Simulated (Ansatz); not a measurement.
Li2O2 in space group P6_3/mmc (No. 194; Li on 2a, Li on 2c, O on 4f), r²SCAN in the plane-wave PAW code Ansatz. The conduction-band minimum lies at Γ, with 1 equivalent valley. Second derivatives d²E/dk² of the lowest band at one valley (eV·Å²), along Cartesian directions:

```csv
direction,d²E/dk²
[100],3.184
[010],3.185
[001],19.23
[110],3.184
[101],11.21
[011],11.21
```

Q: Find the principal effective masses, the density-of-states mass and the conductivity mass.

A: Off-diagonal terms follow from H_xy = H[110] − (H_xx + H_yy)/2, and m*/mₑ = 7.620 eV·Å² over each eigenvalue: 0.40, 2.4, 2.4. One valley's DOS mass (m₁m₂m₃)^(1/3) = 1.3, conductivity mass 3/(Σ 1/mᵢ) = 0.89 mₑ.

Q: What effective density of states Nc follows at 300 K for parabolic valleys?

A: Nc = 2.509e19 × 1 × (1.3)^(3/2) ≈ 3.7e19 cm⁻³.

The workflow started from a Materials Project entry (that database holds measured and hypothetical structures alike); the Crystallography Open Database files this formula in space group No. 194, but the cells were not matched. Its standing as an ambient phase is unchecked. Symmetry was held in the r²SCAN relaxation; whether a distortion lowers the energy is not shown.

Potentials: the later of the program's two PAW sets.

Edges and masses are those of Kohn–Sham bands, whose gap is no quasiparticle gap.
